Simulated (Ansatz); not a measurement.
input.yaml (Ansatz)

```yaml
crystal:
  lattice:
    - [2.8096865855, 0.0, 0.0]
    - [-1.4048432928, 2.4332599597, 0.0]
    - [0.0, 0.0, 9.2906820609]
  atoms:
    - { symbol: Pd, position: [0.0, 0.0, 0.0], spin: 0.5 }
    - { symbol: Pd, position: [1.0, 0.0, 0.5], spin: 0.5 }
    - { symbol: Pd, position: [0.3333333333, 0.6666666667, 0.25], spin: 0.5 }
    - { symbol: Pd, position: [0.6666666667, 0.3333333333, 0.75], spin: 0.5 }
hamiltonian:
  xc: lda
  pseudopotentials:
    kind: paw
    azcp:
      Pd: "pseudopotentials/Pd.paw.azcp"
basis:
  ecutwfc: 420
  fft_grid_basis: typed
kpoints:
  mp_grid: { grid: [15, 15, 4], shift: [0, 0, 0] }
magnetization:
  spin_polarized: true
scf:
  occupations: { method: fermi_dirac, width: 0.05 }
  lower_state_search: "off"
output:
  stress: true
```

and its output:

```
Warning: the record states the generating functional pbe (its physics header spells it `PBE`), which answers neither for hamiltonian.xc's functional nor for the lda family's — results may be inconsistent (PPs are generated against a specific XC)
Engine: ansatz 0.2.0, x86_64-unknown-linux-gnu
Pseudopotentials: kind: paw
Pseudopotential: Pd, paw, valence charge 18, recommended cutoff 420 eV (normal) 
Functional definition: SPW92
  exchange = slater_x
  correlation = pw_c
Crystal: 4 atoms, lattice volume = 63.518 Å³
Basis set: ecut = 420 eV, 1267 PW (Γ)
Bands: 45, of which v1, the nominal top of the filled ones, is band 36 counted from 1 (35 counted from 0)
Symmetry: 24 space group operations
Space group: P63/mmc (ITA 194), of the structure as read, at distance tolerance 4.0e-5 Å
Magnetic group: BNS 194.263 (UNI 1493), of the structure as read, at distance tolerance 4.0e-5 Å
k-points: 81 of 900
Non-local potential: Pd, projectors of the file, l = 0: 2, l = 1: 2, l = 2: 2, l = 3: 1
PAW form: soft (Blöchl's): semilocal exchange-correlation on the pseudo side does not see the compensation charge
PAW frozen core: Pd, regenerated for the run's functional, and the local potential with it (the file was generated under x = pbe(κ = 0.804, μ = 0.2195149727645171), c = pbe(β = 0.06672455060314922))
PAW one-centre angular grid: Pd, 590 points (default); XC on 64 Gauss nodes
Initial density: superposition of atomic densities (chi_scale 0.1, normalization cell)
Starting moments: Σ|m| = 2 μB on 4 of 4 sites
Initial wavefunctions: pseudopotential atomic-orbital guess
Functional: x = slater, c = lda
SCF iter   1: F=—  HF=-27383.135765 eV  |F-HF|=—  |Δ(HF+E_count)|=         —  Δρ=9.34e-2 (↑9.34e-2 ↓7.88e-2)  dr2=1.93e1  dr2_m=6.98e-2  M=1.419 μB ∫|m|=1.450 μB  β_m=0.30  ethr=3.10e-3  ⟨swp⟩=6.2  Hψ=27436  notcnv=0  defer=64
spin=Collinear: Kerker preconditioning applied to the charge; magnetization (m = ρ↑ − ρ↓) channel mixes plain (no charge-response kernel on spin).
SCF iter   2: F=—  HF=-27379.528812 eV  |F-HF|=—  |Δ(HF+E_count)|=    3.61e0  Δρ=5.24e-2 (↑5.24e-2 ↓4.41e-2)  dr2=6.05e0  dr2_m=3.59e-2  M=1.383 μB ∫|m|=1.428 μB  β_m=0.30  ethr=3.10e-3  ⟨swp⟩=2.0  Hψ=12845  notcnv=0  defer=356
SCF iter   3: F=—  HF=-27377.896796 eV  |F-HF|=—  |Δ(HF+E_count)|=    1.63e0  Δρ=1.90e-2 (↑1.41e-2 ↓1.90e-2)  dr2=2.52e-1  dr2_m=1.92e-2  M=1.343 μB ∫|m|=1.398 μB  β_m=0.30  ethr=3.10e-3  ⟨swp⟩=2.4  Hψ=12686  notcnv=0  defer=362
SCF iter   4: F=—  HF=-27377.852936 eV  |F-HF|=—  |Δ(HF+E_count)|=   4.39e-2  Δρ=6.21e-3 (↑6.21e-3 ↓5.58e-3)  dr2=3.23e-2  dr2_m=1.35e-2  M=1.295 μB ∫|m|=1.352 μB  β_m=0.30  ethr=3.51e-4  ⟨swp⟩=2.0  Hψ=14821  notcnv=0  defer=413
SCF iter   5: F=—  HF=-27377.853193 eV  |F-HF|=—  |Δ(HF+E_count)|=   2.57e-4  Δρ=4.60e-3 (↑4.60e-3 ↓4.15e-3)  dr2=3.56e-3  dr2_m=9.42e-3  M=1.256 μB ∫|m|=1.314 μB  β_m=0.30  ethr=4.49e-5  ⟨swp⟩=1.4  Hψ=7453  notcnv=0  defer=413
SCF iter   6: F=—  HF=-27377.853628 eV  |F-HF|=—  |Δ(HF+E_count)|=   4.36e-4  Δρ=3.69e-3 (↑3.68e-3 ↓3.69e-3)  dr2=1.92e-3  dr2_m=6.80e-3  M=1.220 μB ∫|m|=1.279 μB  β_m=0.30  ethr=4.95e-6  ⟨swp⟩=1.0  Hψ=6982  notcnv=0  defer=413
...
iter 19 did not close the SCF: its close was put off for a magnetic moment that had not settled (scf_convergence_deferred on its scf_iter line)
SCF iter  19: F=-27377.859806 eV  HF=-27377.859806 eV  |F-HF|=3.32e-8  |Δ(HF+E_count)|=   2.33e-6  Δρ=1.06e-5 (↑6.54e-6 ↓1.06e-5)  dr2=4.72e-8  dr2_m=3.46e-8  M=0.004 μB ∫|m|=0.004 μB  β_m=0.99  ethr=1.39e-10  ⟨swp⟩=4.6  Hψ=23588  notcnv=0
iter 20 did not close the SCF: its close was put off for a magnetic moment that had not settled (scf_convergence_deferred on its scf_iter line)
SCF iter  20: F=-27377.859806 eV  HF=-27377.859806 eV  |F-HF|=2.15e-10  |Δ(HF+E_count)|=   4.29e-8  Δρ=2.11e-6 (↑2.11e-6 ↓1.70e-6)  dr2=5.21e-10  dr2_m=1.74e-9  M=-0.000 μB ∫|m|=0.000 μB  β_m=1.00  ethr=6.56e-11  ⟨swp⟩=1.9  Hψ=22985  notcnv=0
SCF iter  21: F=-27377.859806 eV  HF=-27377.859806 eV  |F-HF|=1.13e-10  |Δ(HF+E_count)|=  6.80e-10  Δρ=4.48e-7 (↑3.19e-7 ↓4.48e-7)  dr2=1.58e-10  dr2_m=2.85e-11  M=-0.000 μB ∫|m|=0.000 μB  ethr=1.00e-12  ⟨swp⟩=1.0  Hψ=19113  notcnv=0
WARN: the starting moments were not kept: the SCF closed with an absolute magnetisation of 1.6e-4 μB, where they sum to 2 μB in size (4 sites). That is at most 0.1 of that sum. Measured as dr2_m measures the in/out step, that magnetisation stands 4.8e-9 eV from none, at or under the dr2_threshold of 1.0e-7 eV: it is no larger than a step whose dr2_m would equal this threshold. The system may hold no moment; this SCF shows only that its start led to no more than that. To try another start: raise the starting moments (crystal.atoms[].spin, magnetization.per_species, magnetization.initial_magnetization, or on a non-collinear deck that types none of these the spinor_matrix: blocks that start its atoms; where the total moment is fixed, keep their sum and leave initial_magnetization as it is; typed ones take the place of any that the run laid by itself, positive ones on a crystal's lanthanoids without a Hubbard term where scf.initial_density.shell_occupations: [] is typed) or, if the notice of its spin-set hold's release reads "site moments contracting" or "site moments show no strong build", lengthen the hold (scf.mixing.spin_hold: { on: { confirm: 4 } }; for m-r²SCAN on two components see the key's manual first). Each may lead to a state that holds a moment. A second SCF, from the converged charge density, with the starting moments and any scf.initial_density.shell_occupations laid on it anew, would have followed, and was not run: the deck does not ask for one (magnetization.retry_lost_moments is false, the default). To let it run, set magnetization.retry_lost_moments: true and run the deck again, where that key's refused combinations let it; where memory then withholds it, that run's warning says so.
SCF 1 converged in 21 iterations: F = -27377.859806 eV  dr2 = 1.58e-10
SCF converged after 21 iterations
Magnetization: -0.0002 μB (35.9999 up, 36.0001 down)
Absolute magnetization: 0.0002 μB (∫|ρ↑−ρ↓|, with the PAW one-centre terms)
Spin contamination: 0.0000 ħ² per cell (⟨S²⟩ above its minimum at these occupations)
Per-site moments (μB) at R_I (Å): [(-3.771369607562669e-5, 1.1589957165150924), (-3.771369607552458e-5, 1.1589957165150924), (-4.140625570370713e-5, 1.1589957165150924), (-4.14062557034969e-5, 1.1589957165150924)]
Free energy (F): -27377.859806 eV
Harris-Foulkes:  -27377.859806 eV  (|F-HF|=1.13e-10)
Internal energy: -27377.776094 eV  (E = F + TS)
E sigma→0 (E₀):  -27377.817950 eV
Entropy (-TS):   -0.083713 eV (-20.928 meV/atom)
Fermi energy:    17.572656 eV
--- Per-component energies (eV) ---
  E_band       = -686.894930
  E_kinetic    = 2046.093466
  E_local      = -7420.511334  (includes V_loc(G=0)·N_el)
  E_nonlocal   = 892.259527
  E_hartree    = 2981.081016
  E_xc         = -666.941901
  E_vxc        = -840.383146  (∫ρ·V_xc dr)
  E_paw        = -14490.582779  (= ΣΔE_a)
  E_vpaw       = -1326.516249  (= ΣTr[D̂ρ^β])
  E_aug_tail   = 0.000788  (compensation charges beyond the density's cutoff)
  E_ewald      = -10721.897812
  E_core_change = 2.722935  (= ΣΔE_core)
  E_smearing   = -0.083713  (= −TS)
  E_closure    = 0.000000  (closes the sum)
  Σ components = -27377.859806   (vs F -27377.859806, Δ=0.00e0)
--- Stress (GPa, compression-positive) ---
      -18.855846       0.000000       0.000000
        0.000000     -18.855846       0.000000
        0.000000       0.000000     -18.808182
  P = ⅓ Tr σ = -18.8400 GPa (-188.400 kbar)
```

Launched by

```sh
ansatz run input.yaml --threads 2 --pin off --max-ram 5120MiB --backend cpu --events-out ev --progress --plain --runs-dir out
```

On 2 threads of Intel(R) Xeon(R) Platinum 8488C (Sapphire Rapids) (shared host) this took about 17 s of wall time and 32 s of CPU time.
